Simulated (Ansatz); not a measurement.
InMo3N (anti-perovskite, Pm-3m) under volume change, PBE (plane waves, PAW; program Ansatz), scaled uniformly.

```
V (Å³/atom)  E − E(relaxed) (meV/atom)  P (GPa)
-----------  -------------------------  -------
13.290                           101.3    26.91
13.728                            42.4    16.42
14.166                            10.0     7.53
14.604                             0.0     0.00
15.042                             9.0    -6.38
15.480                            34.0   -11.77
15.918                            72.5   -16.32
```

Q: What does a third-order Birch–Murnaghan fit give for V₀, B₀ and B′?

A: V₀ = 14.60 Å³/atom, B₀ = 230 GPa, B′ = 4.5.

The start of the workflow was typed in or built on a structure type; neither database checked (COD, Materials Project) lists it. Its standing as an ambient phase is unchecked. The cell was relaxed with PBE under the symmetry of its start; its stability against distortions is not shown here. The workflow began spin-polarised and lost its moments.

Potentials: the earlier of the program's two PAW sets.
